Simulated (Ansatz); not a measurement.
Relaxed-ion elastic tensor of WC (rock salt, Fm-3m) in GPa (Voigt order), LDA in the plane-wave PAW code Ansatz; density 16.11 g/cm³, 10.10 Å³ per atom.

```
842  187  187  0.0  0.0  0.0
187  842  187  0.0  0.0  0.0
187  187  842  0.0  0.0  0.0
0.0  0.0  0.0  126  0.0  0.0
0.0  0.0  0.0  0.0  126  0.0
0.0  0.0  0.0  0.0  0.0  126
```

Q: Is the crystal mechanically stable?

A: Yes: the smallest eigenvalue of C is 126 GPa.

Q: Work out the Voigt, Reuss and Hill averages.

A: K_V = 405, K_R = 405, K_H = 405; G_V = 207, G_R = 168, G_H = 187 GPa.

Q: Give Young's modulus, Poisson's ratio, Pugh's ratio and the universal anisotropy index.

A: E = 9KG/(3K + G) = 487 GPa; ν = 0.30; K/G = 2.16 (ductile by the Pugh limit of 1.75); A_U = 5G_V/G_R + K_V/K_R − 6 = 1.17.

Q: Estimate the sound speeds and the Debye temperature.

A: v_l = √((K + 4G/3)/ρ) = 6380 m/s, v_t = √(G/ρ) = 3410 m/s, mean 3810 m/s; Θ = (h/k)(3n/4πV)^(1/3) v_m = 525 K.

Q: Give the Zener ratio and Young's modulus along [100], [110] and [111].

A: A = 2C44/(C11 − C12) = 0.39; 1/E = S11 − 2(S11 − S12 − S44/2)Γ with Γ = 0, 1/4, 1/3 gives 774, 399, 344 GPa.

Q: Solve the Christoffel equation for the three sound speeds along [100], [110], [111].

A: Eigenvalues of C_ijkl n_j n_l equal ρv². In km/s, slowest first: [100] 2.80, 2.80, 7.23; [110] 2.80, 4.51, 6.31; [111] 4.02, 4.02, 5.97.

The workflow started from a Materials Project entry (that database holds measured and hypothetical structures alike); the Crystallography Open Database copy checked does not list it. It is not the phase usual at ambient conditions (space group No. 187). Symmetry was held in the LDA relaxation; of distortions, only those at the zone centre were tested. The run is not spin-polarised. Its formation energy is positive at this level, so the cell may be metastable or incomplete. As this level gives no gap, shear constants depend on the k-mesh and smearing (Fermi–Dirac, 0.1 eV here). Spin–orbit coupling is left out wherever it is not named.

Potentials: the later of the program's two PAW sets.
